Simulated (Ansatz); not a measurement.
H:
```xyz
2
Lattice="-2.1019 2.1019 2.3057 2.1019 -2.1019 2.3057 2.1019 2.1019 -2.3057" Properties=species:S:1:pos:R:3 pbc="T T T"
H      0.0000     0.0000     4.2406
H      0.0000     0.0000     0.3708
```

Relaxed with r²SCAN. Special points in fractions of this cell's reciprocal vectors: Γ (0.000, 0.000, 0.000); X (0.000, 0.000, 0.500); P (0.250, 0.250, 0.250); N (0.000, 0.500, 0.000); M (0.500, 0.500, -0.500); S (0.458, 0.542, -0.458); S0 (-0.458, 0.458, 0.458); R (-0.415, 0.415, 0.500); G (0.500, 0.500, -0.415).

**Question.** List the band energies nearest the valence-band maximum at these points for plane-wave PAW r²SCAN (Ansatz code).

**Answer.** In eV from the valence-band maximum; about four levels below and three above (degenerate sets whole), none deeper than 8.9 eV; … stands for higher levels left out; points with the same levels are listed once.

```csv
k,below,above
Γ,-0.82,12.55 15.67 …
X,-0.26,11.75 14.06 15.74
P,-0.21,11.99 13.55 13.55
N,-0.29,10.61 15.86 17.11
M,0.00,11.92 15.22 15.22
S,-0.01,11.97 14.65 15.28
R,-0.02,12.02 14.56 14.86
```

Space group I4/mmm. The first step of the workflow began from a Materials Project structure, measured or hypothetical; the Crystallography Open Database copy checked does not list it. It is not the usual solid phase (space group No. 194). The cell was relaxed with r²SCAN under the symmetry of its start; its stability against distortions is not shown here. The substance is a gas or liquid at ambient conditions. A crystal of weakly bound units computed without a dispersion correction: the cell and the soft elastic constants depend strongly on that.

Potentials: the later of the program's two PAW sets.
